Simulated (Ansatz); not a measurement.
# SnPt, first-principles data

SnPt:
```xyz
6
Lattice="5.7433 0.0000 0.0000 -2.8717 4.9739 0.0000 0.0000 0.0000 4.5382" Properties=species:S:1:pos:R:3 pbc="T T T"
Pt     2.8717     0.0000     0.0000
Pt     1.4358     2.4869     0.0000
Pt    -1.4358     2.4869     0.0000
Sn     0.0000     0.0000     0.0000
Sn     0.0000     3.3159     2.2691
Sn     2.8717     1.6580     2.2691
```

Space group P6/mmm (No. 191); conventional cell a = b = 5.7433 Å, c = 4.5382 Å, α = β = 90.00°, γ = 120.00°.

Method: PBE (plane waves, PAW; program Ansatz). Structure relaxed to zero pressure with the same functional. Other levels are named where they apply.

### Cell and energy

```yaml
volume_per_atom: 21.61 Å³
density: 12.06 g/cm³
Formation energy from the elements (no fitted shifts): -28 kJ/mol of atoms
```

### Electronic structure

```yaml
electronic_character: metallic (no gap)
Density of states at the Fermi level: 0.92 states/eV per atom (mean over ±0.08 eV)
Gap with spin–orbit coupling: none (metallic)
```

### Mechanics

```yaml
Bulk modulus (Birch–Murnaghan fit): 110 GPa
Pressure derivative B′: 5.7
```

The cell is a constructed one: a structure type filled with these elements; neither database checked (COD, Materials Project) lists it. COD files the formula under space group No. 194, so this cell is another polymorph or a model. Its standing as an ambient phase is unchecked. Symmetry was held in the PBE relaxation; whether a distortion lowers the energy is not shown. The run is not spin-polarised. Axis ratios of metals converge slowly with the k-mesh, so a and c are less sure than the volume. The references are the lowest solids computed at this level, not always the standard phases. Spin–orbit coupling is left out wherever it is not named.

Potentials: the earlier of the program's two PAW sets.
